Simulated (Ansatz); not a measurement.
## KTaO3: excitons and shallow donors from band masses and screening

Theory: Ansatz 0.2.0, DFT PBE, scalar-relativistic, plane waves, PAW.

Cutoff 420 eV; k points 8×8×8 on the computed 5-atom cell (Γ-centred); Gaussian smearing, width 0.02 eV; no spin polarisation.

Relaxed cell: Pm-3m, a = 4.024 Å, b = 4.024 Å, c = 4.024 Å, α = 90.00°, β = 90.00°, γ = 90.00°, 5 atoms in the primitive cell.

The calculation gives a Kohn–Sham gap of 2.16 eV, an electron mass of 0.406 mₑ and a hole mass of 1.52 mₑ (harmonic means over x, y, z and over the bands degenerate at each edge), and ε∞ = 5.52 (independent particles, mean of the diagonal).

Estimate the binding energy and radius of a Wannier–Mott exciton and of a shallow donor, and say whether the hydrogenic model can hold.

The reduced mass is μ = mₙmₕ/(mₙ + mₕ) = 0.321 mₑ, with mₙ and mₕ the band masses. With E_b = 13.606 eV × μ/ε² and a = 0.529 Å × ε/μ (μ in mₑ) the exciton has E_b = 143 meV and a = 9.1 Å. For a donor μ is the electron mass: 182 meV and 7.2 Å. The radius isn't large against the shortest lattice vector (4.02 Å), so the continuum picture is doubtful and the numbers are only a scale. In a polar crystal the ions screen too, so a state bound more weakly than an optical phonon feels the larger static constant, which lowers the energy and widens the orbit. The other way, the small Kohn–Sham gap and the missing local fields make ε∞ too large and the masses tend to be too light, which underbinds. The edges lie at different points of the zone, so the exciton is indirect.

Spin-orbit coupling is left out, which matters for the bands of heavy elements.

Symmetry holds off the tilts and polar distortions that many cubic perovskites undergo.

Cost: 4 runs of about 2.3 core-minutes in all, on Arm Neoverse V1 (shared hosts).